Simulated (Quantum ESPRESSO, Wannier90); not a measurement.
CuI (Cmcm): Wannier90 run

```
begin unit_cell_cart
ang
    3.7331700000   -3.7110850000    0.0000000000
    3.7331700000    3.7110850000    0.0000000000
    0.0000000000    0.0000000000    4.3070000000
end unit_cell_cart
begin atoms_frac
Cu   0.4204400000 -0.4204400000 -0.2500000000
Cu  -0.4204400000  0.4204400000  0.2500000000
I   -0.2299600000  0.2299600000 -0.2500000000
I    0.2299600000 -0.2299600000  0.2500000000
end atoms_frac
```

Cell from Materials Project (mp-1007922), symmetrised, no further relaxation. Not found in the COD (Crystallography Open Database) copy used, which has the formula in other groups; not checked further. Method: PBEsol plane waves in Quantum ESPRESSO 7.5 (PseudoDojo norm-conserving files, 74 Ry, spinors with spin-orbit coupling), Bloch states on a 4×4×6 mesh through Γ, Wannier90 4.0.1. Density: 6×6×8 mesh, Gaussian smearing 0.01 Ry. A non-magnetic state is assumed, with no Hubbard U; filled 3d bands tend to lie too high at this level. The cell is built of weakly bound layers, chains or molecules. Database cells relaxed without dispersion often hold them too far apart, which can enlarge gaps and weakens couplings between them; spacing and stacking were not compared with the measured crystal.

Bands 17-20 form an isolated set from -13.93 to -13.18 eV relative to the valence-band maximum (on the path) and are turned into 4 Wannier functions by minimising the spread from the start: atomic waves I 5s.

Problem. Where do the functions sit, how wide are they and what are they made of?

Solution. 
```
functions  spread (Å²)  nearest atom, distance (Å)  second atom, distance (Å)  weight on atomic waves
---------  -----------  --------------------------  -------------------------  ----------------------
4                 1.35                      I 0.14                    Cu 2.46    I 5s 90 %, Cu 4s 8 %
```

Ω_I = 5.38 Å², Ω_total = 5.38 Å²; the interpolated bands follow pw.x to 0.0 meV rms on the path. Only this start was tried; a symmetric start can stop on a saddle, and mixtures of these functions could lower the total by at most Ω_total − Ω_I.
